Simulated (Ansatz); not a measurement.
WSe2 (2H-MoS2 type, space group P6_3/mmc)

```
CELL_PARAMETERS angstrom
      3.29989     0.00000     0.00000
     -1.64994     2.85779     0.00000
      0.00000     0.00000    13.15129
ATOMIC_POSITIONS crystal
  W  0.33333 0.66667 0.25000
  W  0.66667 0.33333 0.75000
  Se 0.33333 0.66667 0.62336
  Se 0.66667 0.33333 0.12336
  Se 0.66667 0.33333 0.37664
  Se 0.33333 0.66667 0.87664
```

Equation-of-state scan: isotropic scaling of the cell above, V₀ being its volume. The atoms relax within the cell's symmetry.

All values below come from r2SCAN+rVV10 (plane waves to 500 eV, PAW, scalar-relativistic; Ansatz, a first-principles code). k mesh 11×11×3 (Γ-centred), Fermi-Dirac smearing 0.05 eV. Energies are smeared free energies. Spin-orbit coupling is left out, though W is heavy. WSe2 is run without spin polarisation. WSe2 was relaxed with its symmetry unable to fall. ΔE is measured from the relaxed starting cell.

### Question
What ΔE (eV/atom) does the calculation give at V/V₀ = 0.900, 0.920, 0.980, 1.020, 1.060, 1.100?

### Answer
```json
[
 {"V/V₀": "0.900", "ΔE (eV/atom)": "0.0506"},
 {"V/V₀": "0.920", "ΔE (eV/atom)": "0.0311"},
 {"V/V₀": "0.980", "ΔE (eV/atom)": "0.0017"},
 {"V/V₀": "1.020", "ΔE (eV/atom)": "0.0016"},
 {"V/V₀": "1.060", "ΔE (eV/atom)": "0.0136"},
 {"V/V₀": "1.100", "ΔE (eV/atom)": "0.0355"}
]
```

(Under strain, the slope of the energy per volume gives the stress and its curvature an elastic modulus.)
